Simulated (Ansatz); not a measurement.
## zincblende-structured RuTe

The computed numbers are results of r²SCAN, scalar-relativistic (no spin polarisation) in the plane-wave PAW code Ansatz at 500 eV, 10×10×10 k-mesh, Gaussian smearing of 0.05 eV. The datasets are Ansatz's generated set soft_2.

```xyz
2
Lattice="0.0000 2.9254 2.9254 2.9254 0.0000 2.9254 2.9254 2.9254 0.0000" Properties=species:S:1:pos:R:3 pbc="T T T"
Ru    0.0000    0.0000    0.0000
Te    1.4627    1.4627    1.4627
```

The cell came from substitution into a structure type; whether the compound takes it is for experiment to say.

The cell has space group F-43m (read at 0.01 Å). In it the stress is 0.00, 0.00, 0.00, 0.00, 0.00, 0.00 GPa and the largest force component 0.000 eV/Å. Each change below starts from this cell, without further relaxation. Stress is in GPa, positive in compression, in the order xx, yy, zz, yz, xz, xy; energies are counted from the cell above and are free energies with the smearing's entropy, which match forces and stress in a metal.

Question: What happens when atom 1 (Ru) is moved by 0.02 Å along z?

Answer: The energy changes by 2.6 meV per cell, and the force on it along the shift is -0.261 eV/Å (−F/u = 13.03 eV/Å²). Stress: 0.04, 0.04, 0.01, 0.00, 0.00, 0.92.
| atom | Fx (eV/Å) | Fy | Fz |
| --- | --- | --- | --- |
| Ru1 | 0.000 | 0.000 | -0.261 |
| Te2 | 0.000 | 0.000 | 0.261 |
In a harmonic crystal the energy would rise by −½F·u = ½ × 13.03 × 0.02² eV = 2.6 meV, which matches.

Question: What stress follows from an engineering strain of 3 % in xz, atoms carried along?

Answer: 0.14, 0.18, 0.14, 0.00, -1.60, 0.00 GPa; the energy changes by 7.6 meV per cell.
```tsv
atom	Fx (eV/Å)	Fy	Fz
Ru1	0.000	0.434	0.000
Te2	0.000	-0.434	0.000
```
The change of the stress over the strain gives a clamped-atom stiffness of about 53 GPa for this component.
In a harmonic crystal the energy would rise by V(½Cε² − σ₀ε), with σ₀ the stress of the unstrained cell, = 7.5 meV, which matches.

Question: All atoms and the cell are disturbed at random:
```xyz
2
Lattice="-0.0458 2.9427 2.9768 2.8281 -0.0045 2.9355 2.8392 2.9125 -0.0156" Properties=species:S:1:pos:R:3 pbc="T T T"
Ru    0.0543    0.0520   -0.0260
Te    1.3511    1.4107    1.5002
```
Give the energy change, the stress and the forces.

Answer: 167.6 meV per cell; stress 2.36, 2.29, 2.73, 4.81, 6.11, -0.91 GPa.
```tsv
atom	Fx (eV/Å)	Fy	Fz
Ru1	-1.140	-1.578	0.095
Te2	1.140	1.578	-0.095
```

No spin–orbit coupling, a notable omission for heavy elements.
